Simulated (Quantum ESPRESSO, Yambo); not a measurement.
AlP (zinc blende, space group F-43m, No. 216) under isotropic strain (on all lattice vectors), counted from the cell relaxed with PBEsol, atoms relaxed at each step. norm-conserving PBEsol (Quantum ESPRESSO, 44 Ry, no spin-orbit coupling); G0W0 in Yambo (4×4×4 Γ-centred k mesh, 148 bands and a 14 Ry block in the screening, 148 bands in G with the Bruneval-Gonze terminator, plasmon pole fitted at 27.2 eV).

| strain (%) | PBEsol gap (eV) | kind | G0W0 direct gap (eV) |
|---|---|---|---|
| -3 | 1.25 | indirect | 4.67 at X |
| -1.5 | 1.35 | indirect | 4.54 at Γ |
| -0.7 | ? | indirect | ? |
| 0 | 1.45 | indirect | 4.13 at Γ |
| +1 | 1.50 | indirect | 3.87 at Γ |
| +2 | 1.55 | indirect | 3.61 at Γ |

Question: Estimate the withheld gaps from the other strains; the computed values follow.

Answer: 
- -0.7, PBEsol gap (eV): 1.40
- -0.7, G0W0 direct gap (eV): 4.32 at Γ

GW, BSE and RPA settings are held fixed; their convergence isn't established. Strains are linear. The screening block changes size along the series (259 vectors at -3 %, 283 vectors at -1.5 %, 283 vectors at -0.7 %, 283 vectors at +0 %, 283 vectors at +1 %, 283 vectors at +2 %), which puts steps into the G0W0 values.
